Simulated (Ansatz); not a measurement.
**TiO$_{2}$: computed property card**

TiO₂:
```yaml
crystal:
  lattice:
    - [5.55318, 0.00000, 0.00000]
    - [-2.77659, 4.80920, 0.00000]
    - [0.00000, 0.00000, 6.04977]
  atoms:
    - { symbol: Ti, position: [0.53485, 0.53485, 0.00000] }
    - { symbol: Ti, position: [0.46515, 0.00000, 0.33333] }
    - { symbol: Ti, position: [0.00000, 0.46515, 0.66667] }
    - { symbol: O, position: [0.41852, 0.27344, 0.21506] }
    - { symbol: O, position: [0.72656, 0.14508, 0.54840] }
    - { symbol: O, position: [0.85492, 0.58148, 0.88173] }
    - { symbol: O, position: [0.27344, 0.41852, 0.78494] }
    - { symbol: O, position: [0.14508, 0.72656, 0.45160] }
    - { symbol: O, position: [0.58148, 0.85492, 0.11827] }
```

Space group P3_121 (No. 152); conventional cell a = b = 5.553 Å, c = 6.050 Å, α = β = 90.00°, γ = 120.00°.

Method: r²SCAN in the plane-wave PAW code Ansatz. The cell and atoms are relaxed at this level. Other levels are named where they apply.

Cell and energy:

```json
{
  "volume_per_atom": "17.95 Å³",
  "density": "2.46 g/cm³",
  "Formation energy from the elements (no fitted shifts)": "-3.16 eV/atom"
}
```

Electronic structure:

```json
{
 "band_gap": "4.06 eV (direct)",
 "valence_band_maximum": "at A",
 "conduction_band_minimum": "at A",
 "electron_effective_mass": "1.1, 1.8, 1.8 mₑ (principal values)",
 "hole_effective_mass": "1.1, 3.2, 3.2 mₑ (principal values)",
 "HSE06 gap on the r²SCAN cell": "5.24 eV"
}
```

Mechanics:

```json
{
  "Bulk modulus (Birch–Murnaghan fit)": "8.0 GPa",
  "Pressure derivative B′": "6.1",
  "Elastic constants (relaxed ions, GPa)": "C11 = 25.5, C12 = 2.2, C13 = -4.2, C14 = -8.2, C33 = 28.0, C44 = 13.1",
  "mechanical_stability": "stable (all eigenvalues of C positive)",
  "hill_bulk_and_shear_moduli": "7.4 and 10.5 GPa",
  "Young's modulus": "21.4 GPa",
  "Poisson's ratio": "0.02",
  "debye_temperature_from_the_elastic_constants": "255 K",
  "Piezoelectric stress constants (proper, relaxed ions, C/m²)": "e14 = 0.06, e25 = -0.06"
}
```

Dielectric response:

```json
{
  "Electronic dielectric constant ε∞ (DFPT)": "3.49 (xx = yy), 3.61 (zz)",
  "Static dielectric constant ε0 (ions relaxed, cell fixed)": "7.78 (xx = yy), 8.45 (zz)",
  "Born charges (a third of the trace)": "Ti +4.89, O -2.44 e"
}
```

Phonons:

```json
{
  "Highest zone-centre frequency (without LO–TO term)": "960 cm⁻¹",
  "zone_centre_stability": "no imaginary mode at Γ",
  "dynamical_stability_on_the_path": "unstable, down to 62i cm⁻¹"
}
```

Charges:

```json
{
  "bader_charges": "Ti +2.30, O -1.15 e"
}
```

The first step of the workflow began from a Materials Project structure, measured or hypothetical; the Crystallography Open Database files this formula in space group No. 152, but the cells were not matched. It is not the phase usual at ambient conditions (space group No. 61, 136, 141). The r²SCAN relaxation kept the symmetry of its start. The run is not spin-polarised. Signs of piezoelectric constants follow the polarity of the cell as given. The references are the lowest solids computed at this level, not always the standard phases (solids in place of the gases).

Potentials: the earlier of the program's two PAW sets.
